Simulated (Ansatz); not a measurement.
Y$_{11}$In$_{9}$Ni$_{4}$:
```xyz
24
Lattice="7.2016 -10.8197 0.0000 7.2016 10.8197 0.0000 0.0000 0.0000 3.6389" Properties=species:S:1:pos:R:3 pbc="T T T"
Y      3.5666     3.6508     0.0000
Y     10.8367    -3.6508     0.0000
Y      3.5666    -3.6508     0.0000
Y     10.8367     3.6508     0.0000
Y      7.2016    -2.7135     0.0000
Y      7.2016     2.7135     0.0000
Y      7.2016    -7.3282     0.0000
Y      7.2016     7.3282     0.0000
Y      0.0000     0.0000     0.0000
Y      4.4955     0.0000     0.0000
Y      9.9078     0.0000     0.0000
In     8.7052    -5.1019     1.8194
In     5.6981     5.1019     1.8194
In     8.7052     5.1019     1.8194
In     5.6981    -5.1019     1.8194
In     2.1452     1.5326     1.8194
In    12.2581    -1.5326     1.8194
In     2.1452    -1.5326     1.8194
In    12.2581     1.5326     1.8194
In     7.2016     0.0000     1.8194
Ni     5.0089     2.1916     1.8194
Ni     9.3944    -2.1916     1.8194
Ni     5.0089    -2.1916     1.8194
Ni     9.3944     2.1916     1.8194
```

Relaxed with r²SCAN. Special points in fractions of this cell's reciprocal vectors: Γ (0.000, 0.000, 0.000); Y (-0.500, 0.500, 0.000); C0 (-0.361, 0.639, 0.000); Σ0 (0.361, 0.361, 0.000); Z (0.000, 0.000, 0.500); A0 (0.361, 0.361, 0.500); E0 (-0.361, 0.639, 0.500); T (-0.500, 0.500, 0.500); S (0.000, 0.500, 0.000); R (0.000, 0.500, 0.500).

**Question.** List the band energies nearest the Fermi level at these points for r²SCAN (plane waves, PAW; program Ansatz).

**Answer.** In eV from the Fermi level; about four levels below and three above (degenerate sets whole), none deeper than 8.9 eV; points with the same levels are listed once.

| k | below | above |
|---|---|---|
| Γ | -0.70 -0.54 -0.16 -0.14 | 0.19 0.25 0.34 0.34 |
| Y | -0.72 -0.36 -0.27 -0.01 | 0.10 0.20 0.24 |
| C0 | -0.55 -0.53 -0.19 -0.06 | 0.15 0.34 0.37 |
| Z | -0.88 -0.75 -0.64 -0.28 | 0.10 0.25 0.46 |
| A0 | -0.48 -0.48 -0.43 -0.34 -0.03 | 0.49 0.54 0.60 |
| T | -0.70 -0.54 -0.38 -0.04 | 0.01 0.19 0.44 |
| S | -0.39 -0.27 -0.22 -0.09 | 0.17 0.43 0.52 |
| R | -0.80 -0.68 -0.53 -0.50 | 0.03 0.14 0.59 |

Space group Cmmm. The workflow started from a Materials Project entry (that database holds measured and hypothetical structures alike); the Crystallography Open Database copy checked does not list it. Its standing as an ambient phase is unchecked. The cell was relaxed with r²SCAN under the symmetry of its start; its stability against distortions is not shown here. The run is not spin-polarised. Spin–orbit coupling is left out wherever it is not named.

Potentials: the later of the program's two PAW sets.
